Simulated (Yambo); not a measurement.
One stored BSE kernel of dimension 1944 for TlBr (rock salt, space group Fm-3m, No. 225) (Yambo, LDA bands; 6×6×6 mesh, 3 valence and 3 conduction bands, static screening with 37 bands and a 4 Ry block, scissor 1.47 eV, Tamm-Dancoff; broadening 0.15 eV; field along x), solved in several ways.

```csv
solver,iterations,largest change of Im ε (% of its maximum),rough time
"Haydock, threshold 2 %",7,35,within a factor of two
"Haydock, threshold 0.5 %",9,54,within a factor of two
"Haydock, threshold 0.1 %",21,2.7,within a factor of two
"Haydock, threshold 0.005 %",42,0.3,1
"SLEPc, lowest 10 states",–,no full spectrum,within a factor of two
"SLEPc, lowest 60 states",–,no full spectrum,within a factor of two
full diagonalisation,–,reference,about 20×
```

Haydock gives the spectrum without eigenstates, SLEPc the lowest states alone, full diagonalisation everything at a cost that grows as the cube of the dimension. Times include reading the kernel. Times are rough ratios from shared machines. Mesh and scissor weren't tested; the rows compare only with each other.

Spin-orbit coupling is not included.

Geometry of the Materials Project entry, not relaxed at this level; primitive cell a = b = c = 4.726 Å, α = β = γ = 60.00°.

This is not the ordinary phase of the substance; no match was found in the copy of COD used, and its stability was not checked.
